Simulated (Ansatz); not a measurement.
YSiRu4: relaxation (Ansatz)

input.yaml:

```yaml
crystal:
  lattice:
    - [2.464611, 4.268829, 0.0]
    - [-2.464611, 4.268829, 0.0]
    - [0.0, 0.0, 7.608036]
  atoms:
    - { symbol: Ru, position: [0.3333, 0.3334, 0.0] }
    - { symbol: Ru, position: [0.6666, 0.6667, 0.0] }
    - { symbol: Si, position: [0.3333, 0.3334, 0.5] }
    - { symbol: Si, position: [0.6666, 0.6667, 0.5] }
    - { symbol: "Y", position: [0.0, 0.0, 0.0] }
    - { symbol: Ru, position: [0.5, 0.5, 0.29] }
    - { symbol: Ru, position: [0.5, 0.0, 0.29] }
    - { symbol: Ru, position: [0.0, 0.5, 0.29] }
    - { symbol: Ru, position: [0.0, 0.5, 0.71] }
    - { symbol: Ru, position: [0.5, 0.0, 0.71] }
    - { symbol: Ru, position: [0.5, 0.5, 0.71] }
    - { symbol: "Y", position: [0.0, 0.0, 0.5] }
  symmetry: { tolerance: 0.0003 }
kpoints:
  mp_grid: { grid: [8, 8, 4], shift: [0, 0, 0] }
magnetization:
  spin_polarized: false
scf:
  occupations: { method: fermi_dirac }
  lower_state_search: "off"
hamiltonian:
  pseudopotentials: { kind: paw }
  xc: r2scan
basis:
  ecutwfc: 500
  fft_grid_basis: typed
relax:
  max_steps: 80
  f_tol: 0.03
output:
  forces: true
  stress: true
  eigenvalues: true
  populations: true
  elf: true
  write_potential: true
  volumetric_format: npy
  dos:
    e_range: [-12, 8]
    de: 0.05
    projected: { site_lists: { Ru: [Ru], Si: [Si], "Y": ["Y"] } }
  bader: false
checkpoint:
  read: saved_state
```

The command:

```bash
ansatz run input.yaml --threads 2 --pin off --max-ram 3584MiB --backend cpu --events-out ev --progress --plain --runs-dir out
```

Origin of the cell: a known structure type with other elements, at an estimated volume, so it need not be a known compound.

The smearing width isn't typed, so it takes its default of 0.1 eV.

The saved state is a converged single point of the same cell.

Steps:

```
step  ΔF (meV/atom)  max force component (eV/Å)  SCF iterations  step was
   1            0.0                       5.869               8  accepted
   2         -316.7                       0.506               9  accepted
   3         -318.9                       0.040               7  accepted
   4         -318.9                       0.000               7  accepted
```

Step 1, with forces in eV/Å:

```xyz
12
Lattice="2.465 4.269 0.000 -2.465 4.269 0.000 0.000 0.000 7.608" Properties=species:S:1:pos:R:3:forces:R:3 pbc="T T T" step=1
Ru    0.000    2.846    0.000    0.000    0.000    0.000
Ru    0.000    5.692    0.000    0.000    0.000    0.000
Si    0.000    2.846    3.804    0.000    0.000    0.000
Si    0.000    5.692    3.804    0.000    0.000    0.000
Y     0.000    0.000    0.000    0.000    0.000    0.000
Ru    0.000    4.269    2.206    0.000    0.000   -5.869
Ru    1.232    2.134    2.206    0.000    0.000   -5.869
Ru   -1.232    2.134    2.206    0.000    0.000   -5.869
Ru   -1.232    2.134    5.402    0.000    0.000    5.869
Ru    1.232    2.134    5.402    0.000    0.000    5.869
Ru    0.000    4.269    5.402    0.000    0.000    5.869
Y     0.000    0.000    3.804    0.000    0.000    0.000
```

Step 2, with forces in eV/Å:

```xyz
12
Lattice="2.465 4.269 0.000 -2.465 4.269 0.000 0.000 0.000 7.608" Properties=species:S:1:pos:R:3:forces:R:3 pbc="T T T" step=2
Ru    0.000    2.846    0.000    0.000    0.000    0.000
Ru    0.000    5.692    0.000    0.000    0.000    0.000
Si    0.000    2.846    3.804    0.000    0.000    0.000
Si    0.000    5.692    3.804    0.000    0.000    0.000
Y     0.000    0.000    0.000    0.000    0.000    0.000
Ru    0.000    4.269    2.011    0.000    0.000   -0.506
Ru    1.232    2.134    2.011    0.000    0.000   -0.506
Ru   -1.232    2.134    2.011    0.000    0.000   -0.506
Ru   -1.232    2.134    5.597    0.000    0.000    0.506
Ru    1.232    2.134    5.597    0.000    0.000    0.506
Ru    0.000    4.269    5.597    0.000    0.000    0.506
Y     0.000    0.000    3.804    0.000    0.000    0.000
```

Step 3, with forces in eV/Å:

```xyz
12
Lattice="2.465 4.269 0.000 -2.465 4.269 0.000 0.000 0.000 7.608" Properties=species:S:1:pos:R:3:forces:R:3 pbc="T T T" step=3
Ru    0.000    2.846    0.000    0.000    0.000    0.000
Ru    0.000    5.692    0.000    0.000    0.000    0.000
Si    0.000    2.846    3.804    0.000    0.000    0.000
Si    0.000    5.692    3.804    0.000    0.000    0.000
Y     0.000    0.000    0.000    0.000    0.000    0.000
Ru    0.000    4.269    1.993    0.000    0.000    0.040
Ru    1.232    2.134    1.993    0.000    0.000    0.040
Ru   -1.232    2.134    1.993    0.000    0.000    0.040
Ru   -1.232    2.134    5.615    0.000    0.000   -0.040
Ru    1.232    2.134    5.615    0.000    0.000   -0.040
Ru    0.000    4.269    5.615    0.000    0.000   -0.040
Y     0.000    0.000    3.804    0.000    0.000    0.000
```

Step 4, with forces in eV/Å:

```xyz
12
Lattice="2.465 4.269 0.000 -2.465 4.269 0.000 0.000 0.000 7.608" Properties=species:S:1:pos:R:3:forces:R:3 pbc="T T T" step=4
Ru    0.000    2.846    0.000    0.000    0.000    0.000
Ru    0.000    5.692    0.000    0.000    0.000    0.000
Si    0.000    2.846    3.804    0.000    0.000    0.000
Si    0.000    5.692    3.804    0.000    0.000    0.000
Y     0.000    0.000    0.000    0.000    0.000    0.000
Ru    0.000    4.269    1.994    0.000    0.000    0.000
Ru    1.232    2.134    1.994    0.000    0.000    0.000
Ru   -1.232    2.134    1.994    0.000    0.000    0.000
Ru   -1.232    2.134    5.614    0.000    0.000    0.000
Ru    1.232    2.134    5.614    0.000    0.000    0.000
Ru    0.000    4.269    5.614    0.000    0.000    0.000
Y     0.000    0.000    3.804    0.000    0.000    0.000
```

```yaml
Free_energy_lowered_by: 318.9 meV/atom
Final_pressure: 62.89 GPa
Relaxation_steps_listed: 4
```

Caveats: no moments, though an odd count or open d shells may carry them; the SCF threshold is looser than advised for a stress; the given cell is far from equilibrium, with atoms too close or a volume far off; the relaxation held the start's symmetry, so the end may be a saddle point.

It ran for 2.7 min on 2 threads of Arm Neoverse V1 (shared host), peak memory 1.2 GiB, from a saved density.
